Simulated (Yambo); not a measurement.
CdPbF₆ (space group R-3, No. 148), G0W0@PBEsol in Yambo; all else as in the reference (2×2×2 Γ-centred k mesh, bands 5 to 194 and a 7 Ry block in the screening, 194 bands in G with the Bruneval-Gonze terminator, plasmon pole fitted at 27.2 eV). One parameter is varied: the cutoff of the wavefunctions in Yambo, over 10, 20, 30, 50, 102 Ry.

Problem. From which value on does the gap Γ → Γ stay within 0.05 eV of the largest setting?

Solution. From 50 Ry on.
```json
[
 {"cutoff of the wavefunctions in Yambo (Ry)": "10", "G0W0 gap (eV)": "4.21", "valence shift (eV)": "-0.44"},
 {"cutoff of the wavefunctions in Yambo (Ry)": "20", "G0W0 gap (eV)": "4.49", "valence shift (eV)": "-1.02"},
 {"cutoff of the wavefunctions in Yambo (Ry)": "30", "G0W0 gap (eV)": "4.76", "valence shift (eV)": "-1.34"},
 {"cutoff of the wavefunctions in Yambo (Ry)": "50", "G0W0 gap (eV)": "4.86", "valence shift (eV)": "-1.46"},
 {"cutoff of the wavefunctions in Yambo (Ry)": "102", "G0W0 gap (eV)": "4.86", "valence shift (eV)": "-1.47"}
]
```
The last step of the sweep still moves the gap by 7 meV; the other settings are held fixed. In the run with 194 bands and a 7 Ry block, which covers more k points, the smallest G0W0 gap is 4.83 eV, F → Γ.

The standard potential for Pb keeps a d shell in the valence without the s and p states of that shell. In tests on such compounds this moved G0W0 gaps by up to about 0.9 eV, so absolute quasiparticle energies here are unreliable; differences between settings are what counts.

Spin-orbit coupling is not included.

Geometry of the Materials Project entry, not relaxed at this level; primitive cell a = 5.954 Å, b = 5.954 Å, c = 5.954 Å, α = 52.72°, β = 52.72°, γ = 52.72°.

The structure is a Materials Project entry; no match was found in the copy of COD used, and its stability was not checked.

A shift is the quasiparticle energy of the state minus its PBEsol energy.
